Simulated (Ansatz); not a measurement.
## Pb: from a starting cell to a relaxed one

The start is a relaxed Pb cell, doubled along one cell vector, shaken by Gaussian noise of σ = 0.08 Å a coordinate. Cell shape, volume and atoms are optimised at zero target pressure with PBEsol (plane waves to 420 eV, PAW, scalar-relativistic; Ansatz, a program for electronic structure). The first steps use a coarse 6×11×8 k-mesh.

Input geometry:
```
Pb
1.0
   -6.15328     6.15328     3.29188
    3.07664    -3.07664     1.64594
    3.07664     3.07664    -1.64594
Pb
4
Cartesian
  0.00747   3.09552   0.85202
 -3.10276   6.12229   2.49176
 -0.00737   0.00872   0.13542
 -3.00615   3.05084   1.77385
```

Question: Which atoms feel the largest initial force, and how large is it?

Answer: 0.18 eV/Å, on Pb1 (atoms numbered as listed).

Question: Is the parent structure recovered?

Answer: It does not go back: it reaches P6/mmm (No. 191), AFLOW prototype A_hP1_191_a (A_f, as in Sn), 0.03 eV/atom below the parent.

Question: How do the shortest distances between atoms change?

Answer: The closest pairs of elements (up to four, under 3.6 Å), start → end: Pb–Pb 3.12 → 3.21 Å.

Question: What does it relax into? Give the structure.

Answer: 
Space group P6/mmm (No. 191); a = b = 3.347 Å, c = 3.205 Å, α = β = 90.00°, γ = 120.00°

```csv
atom,site,symmetry,x,y,z
Pb,1a,6/mmm,0.0000,0.0000,0.0000
```

Final values are on a 15×16×16 k-mesh of the relaxed cell. No spin polarisation in the result.

The relaxed structure here is a generated cell of Pb: the first start was made by placing the elements on the sites of a structure type, and the end was not matched to a known phase here, so it may be hypothetical. Known forms of Pb include space group No. 225.
